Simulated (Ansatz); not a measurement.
Name crystals whose computed values (plane-wave PAW r²SCAN (Ansatz code)) fall in these windows: electron conductivity mass (mₑ) 0.38 to 0.51; gap (eV) 1.1 to 1.3.



```json
[
 {"crystal": "Rb2Te2Pt, Immm (Rb on 4j, Te on 4h, Pt on 2a)", "electron conductivity mass (mₑ)": "0.45", "gap (eV)": "1.17"}
]
```
Others may fit too.

Standing as an ambient phase not checked: Rb2Te2Pt, Immm (Rb on 4j, Te on 4h, Pt on 2a). The cell was relaxed under the symmetry of its start. Rows with no word on spin ran without spin polarisation. Spin–orbit coupling is left out wherever it is not named.

Potentials: the later of the program's two PAW sets.
